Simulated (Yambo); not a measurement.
Yambo run on a free-standing P monolayer (symmetry Pmna, slab cell 15.1 Å high). The wavefunctions are norm-conserving PBEsol (Quantum ESPRESSO, 44 Ry, without SOC) ones on a 4×6×1 mesh (10 occupied bands); a = 4.4129 Å, b = 3.2968 Å, c = 15.1000 Å, α = 90.00°, β = 90.00°, γ = 90.00°.

Yambo input:

```
rim_cut
gw0
dyson
el_el_corr
HF_and_locXC
ppa
em1d
rim_w
RandQpts= 1000000
RandGvec= 2 Ry
CUTGeo= "slab z"
EXXRLvcs= 44 Ry
VXCRLvcs= 176 Ry
Chimod= "HARTREE"
% BndsRnXp
 1 | 86 |
%
NGsBlkXp= 8 Ry
% LongDrXp
 1.0 | 1.0 | 0.0 |
%
RandGvecW= 539 mRy
PPAPntXp= 27.2114 eV
% GbndRnge
 1 | 202 |
%
GTermKind= "BG"
DysSolver= "n"
ExtendOut
% QPkrange
 1 | 1 | 10 | 11 |
%
```

k points by index: 1 = Γ.

Table of the .qp output:

```
#    K-point    Band    Eo [eV]    E [eV]    E-Eo [eV]    Vxc [eV]    Vnlxc [eV]    Sc|Eo [eV]    Sc|E [eV]    dSc/dw|Eo [eV]    Re(Z)    Im(Z)
#
    1    10    0.000000    -0.570143    -0.570143    -11.61442    -13.20701    0.778512    1.022447    -11.63020    0.700523    -0.005925
    1    11    0.724672    1.145087    0.420415    -9.865638    -6.289631    -2.982155    -3.155593    -11.20630    0.708246    -0.006367
```
(The two width columns are left out.) Convergence of these settings isn't established.

Geometry relaxed with PBEsol.
